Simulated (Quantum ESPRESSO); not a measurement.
GeAlSiPON2, input and log of a self-consistent run

Computed values, not a measurement. The program is pw.x of Quantum ESPRESSO 7.5 (plane-wave density functional theory). The cell is made up: 7 atoms on a wurtzite lattice with one site empty, with randomly drawn elements, strain and displacements, not relaxed. PseudoDojo standard norm-conserving files (v0.5 for PBE, v0.4.1 for LDA and PBEsol) set the functional; there is no spin polarisation, spin-orbit coupling or dispersion term, and the masses in the input are unused placeholders. A spin-polarised start on this cell or one of its family kept no moment.

Input:

```
&control calculation='scf', pseudo_dir='./dojo.nc.sr.pbe.v0_5.standard.upf', outdir='./o', disk_io='medium', tprnfor=.true., tstress=.true. /
&system ibrav=0, nat=7, ntyp=6, nbnd=31, ecutwfc=84.00895049, nosym=.true., tot_charge=0,
 occupations='smearing', smearing='fd', degauss=0.0073498644
/
&electrons conv_thr=7.350e-09, electron_maxstep=60, /
ATOMIC_SPECIES
Al 1.0 Al.upf
Ge 1.0 Ge.upf
N 1.0 N.upf
O 1.0 O.upf
P 1.0 P.upf
Si 1.0 Si.upf
CELL_PARAMETERS angstrom
3.2111 -0.0182 -0.052
-0.0315 5.4405 0.0504
-0.0849 0.0476 5.1525
ATOMIC_POSITIONS angstrom
Ge 0.0228 0.154 -0.0394
Al 1.5926 2.7167 -0.0905
Si 1.6167 1.0253 2.687
P -0.1453 -0.0424 1.9445
O 1.5799 2.8333 1.8495
N 1.5992 0.985 4.667
N -0.1658 3.5171 4.5377
K_POINTS automatic
7 6 6 1 1 1
```

The log is shortened where brackets say so; the opening notice, blank lines, dates and the lines on written files are dropped, and the path of the files is cut. It prints rydbergs, bohrs and kilobars, and counts compression as positive stress.

```
     Program PWSCF v.7.5
     Parallel version (MPI & OpenMP), running on       1 processor cores
     Number of MPI processes:                 1
     Threads/MPI process:                     1
     [start-up lines left out]
     bravais-lattice index     =            0
     lattice parameter (alat)  =       6.0690  a.u.
     unit-cell volume          =     607.2124 (a.u.)^3
     number of atoms/cell      =            7
     number of atomic types    =            6
     number of electrons       =        42.00
     number of Kohn-Sham states=           31
     kinetic-energy cutoff     =      84.0090  Ry
     charge density cutoff     =     336.0358  Ry
     scf convergence threshold =      7.3E-09
     mixing beta               =       0.7000
     number of iterations used =            8  plain     mixing
     Exchange-correlation= PBE
                           (   1   4   3   4   0   0   0)
     [axes and pseudopotential details left out]
   Cartesian axes
     site n.     atom                  positions (alat units)
         1        Ge     tau(   1) = (   0.0070993   0.0479516  -0.0122681  )
         2        Al     tau(   2) = (   0.4958941   0.8459096  -0.0281793  )
         3        Si     tau(   3) = (   0.5033982   0.3192517   0.8366618  )
         4        P      tau(   4) = (  -0.0452426  -0.0132023   0.6054666  )
         5        O      tau(   5) = (   0.4919397   0.8822158   0.5758861  )
         6        N      tau(   6) = (   0.4979492   0.3067033   1.4531822  )
         7        N      tau(   7) = (  -0.0516258   1.0951333   1.4129215  )
     number of k points=   126  Fermi-Dirac smearing, width (Ry)=  0.0073
     Number of k-points >= 100: set verbosity='high' to print them.
     Dense  grid:    63125 G-vectors     FFT dimensions: (  36,  60,  60)
     Estimated max dynamical RAM per process >      84.67 MB
     Initial potential from superposition of free atoms
     starting charge      41.9960, renormalised to      42.0000
     Starting wfcs are   33 randomized atomic wfcs
     total cpu time spent up to now is       21.1 secs
     per-process dynamical memory:    63.8 Mb
     Self-consistent Calculation
     iteration #  1     ecut=    84.01 Ry     beta= 0.70
     Davidson diagonalization with overlap
     ethr =  1.00E-02,  avg # of iterations =  5.5
     total cpu time spent up to now is       91.3 secs
     total energy              =    -279.02010711 Ry
     estimated scf accuracy    <       2.03396131 Ry
     iteration #  2     ecut=    84.01 Ry     beta= 0.70
     Davidson diagonalization with overlap
     ethr =  4.84E-03,  avg # of iterations =  4.3
     total cpu time spent up to now is      146.8 secs
     total energy              =    -277.61504230 Ry
     estimated scf accuracy    <      13.58552274 Ry
     iteration #  3     ecut=    84.01 Ry     beta= 0.70
     Davidson diagonalization with overlap
     ethr =  4.84E-03,  avg # of iterations =  2.2
     total cpu time spent up to now is      190.9 secs
     total energy              =    -279.96386643 Ry
     estimated scf accuracy    <       0.92121904 Ry
     iteration #  4     ecut=    84.01 Ry     beta= 0.70
     Davidson diagonalization with overlap
     ethr =  2.19E-03,  avg # of iterations =  2.0
     total cpu time spent up to now is      234.5 secs
     total energy              =    -280.03314659 Ry
     estimated scf accuracy    <       0.18898291 Ry
     iteration #  5     ecut=    84.01 Ry     beta= 0.70
     Davidson diagonalization with overlap
     ethr =  4.50E-04,  avg # of iterations =  1.7
     total cpu time spent up to now is      284.5 secs
     total energy              =    -280.01536043 Ry
     estimated scf accuracy    <       0.09164074 Ry
     [iterations 6 to 9 left out]
     iteration # 10     ecut=    84.01 Ry     beta= 0.70
     Davidson diagonalization with overlap
     ethr =  6.44E-08,  avg # of iterations =  2.0
     total cpu time spent up to now is      485.4 secs
     total energy              =    -280.02532976 Ry
     estimated scf accuracy    <       0.00000341 Ry
     iteration # 11     ecut=    84.01 Ry     beta= 0.70
     Davidson diagonalization with overlap
     ethr =  8.12E-09,  avg # of iterations =  2.0
     total cpu time spent up to now is      521.8 secs
     total energy              =    -280.02532982 Ry
     estimated scf accuracy    <       0.00000239 Ry
     iteration # 12     ecut=    84.01 Ry     beta= 0.70
     Davidson diagonalization with overlap
     ethr =  5.69E-09,  avg # of iterations =  1.9
     total cpu time spent up to now is      555.3 secs
     total energy              =    -280.02533022 Ry
     estimated scf accuracy    <       0.00000006 Ry
     iteration # 13     ecut=    84.01 Ry     beta= 0.70
     Davidson diagonalization with overlap
     ethr =  1.48E-10,  avg # of iterations =  2.7
     total cpu time spent up to now is      589.3 secs
     total energy              =    -280.02533023 Ry
     estimated scf accuracy    <       0.00000002 Ry
     iteration # 14     ecut=    84.01 Ry     beta= 0.70
     Davidson diagonalization with overlap
     ethr =  4.41E-11,  avg # of iterations =  1.9
     total cpu time spent up to now is      623.2 secs
     End of self-consistent calculation
     Number of k-points >= 100: set verbosity='high' to print the bands.
     the Fermi energy is     8.6489 ev
!    total energy              =    -280.02533023 Ry
     estimated scf accuracy    <          8.5E-10 Ry
     smearing contrib. (-TS)   =      -0.00269192 Ry
     internal energy E=F+TS    =    -280.02263831 Ry
     The total energy is F=E-TS. E is the sum of the following terms:
     one-electron contribution =    -131.89532793 Ry
     hartree contribution      =      92.26503751 Ry
     xc contribution           =     -73.95695059 Ry
     ewald contribution        =    -166.43539729 Ry
     convergence has been achieved in  14 iterations
     Forces acting on atoms (cartesian axes, Ry/au):
     atom    1 type  2   force =     0.05731951   -0.18478822   -0.15631458
     atom    2 type  1   force =    -0.04605614    0.13083860    0.10513526
     atom    3 type  6   force =    -0.12158710    0.26695333   -0.02069943
     atom    4 type  5   force =     0.11797281   -0.15514842    0.21418695
     atom    5 type  4   force =    -0.00303105   -0.16163604    0.01378814
     atom    6 type  3   force =    -0.06576831    0.01114016   -0.18067940
     atom    7 type  3   force =     0.06115028    0.09264059    0.02458307
     Total force =     0.582105     Total SCF correction =     0.000098
     Computing stress (Cartesian axis) and pressure
          total   stress  (Ry/bohr**3)                   (kbar)     P=      131.33
   0.00184696  -0.00043547  -0.00023302          271.70      -64.06      -34.28
  -0.00043547  -0.00037258   0.00026177          -64.06      -54.81       38.51
  -0.00023302   0.00026177   0.00120392          -34.28       38.51      177.10
     init_run     :     20.14s CPU     20.88s WALL (       1 calls)
     electrons    :    552.22s CPU    602.08s WALL (       1 calls)
     forces       :      5.62s CPU      5.68s WALL (       1 calls)
     stress       :     21.31s CPU     21.41s WALL (       1 calls)
     [timing details left out]
     PWSCF        :   9m59.77s CPU  10m51.63s WALL
     JOB DONE.
```

In other units: free energy -3809.939 eV for the cell, pressure 13.13 GPa, largest force component 6.864 eV/Å. A rerun of a related cell, with the same atoms placed differently, at 1437 eV and a 9 x 8 x 8 mesh moved values by no more than 0.002 eV in energy, 0.03 GPa in stress and 0.011 eV/Å in force.